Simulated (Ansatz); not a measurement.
HfN:
```
CELL_PARAMETERS angstrom
      0.00000     2.25092     2.25092
      2.25092     0.00000     2.25092
      2.25092     2.25092     0.00000
ATOMIC_POSITIONS crystal
  Hf 0.00000 0.00000 0.00000
  N  0.50000 0.50000 0.50000
```

Relaxed with PBEsol. Special points in fractions of this cell's reciprocal vectors: Γ (0.000, 0.000, 0.000); X (0.500, 0.000, 0.500); U (0.625, 0.250, 0.625); K (0.375, 0.375, 0.750); L (0.500, 0.500, 0.500); W (0.500, 0.250, 0.750).

Problem. List the band energies nearest the Fermi level at these points for PBEsol (plane waves, PAW; program Ansatz).

Solution. In eV from the Fermi level; about four levels below and three above (degenerate sets whole), none deeper than 8.9 eV; … stands for higher levels left out; points with the same levels are listed once.

| k | below | above |
|---|---|---|
| Γ | -2.90 -2.90 -2.90 -0.39 -0.39 -0.39 | 1.88 … |
| X | -5.41 -3.90 -3.60 -3.60 | 4.13 5.61 5.61 |
| U | -6.36 -5.54 -4.95 -0.85 | 3.93 4.51 6.13 |
| L | -6.25 -6.25 | 3.31 3.74 3.74 |
| W | -6.16 -5.49 -5.49 | 1.15 1.15 5.63 |

Space group Fm-3m (rock salt). The cell was relaxed with PBEsol under the symmetry of its start. No spin polarisation was allowed. With an odd number of electrons in the cell and no spin polarisation, the count alone makes it a metal. Spin–orbit coupling is left out wherever it is not named.

Potentials: the earlier of the program's two PAW sets. The files were generated under PBE; for other functionals the program regenerates the frozen cores, and for LDA and PBEsol the local potential too.
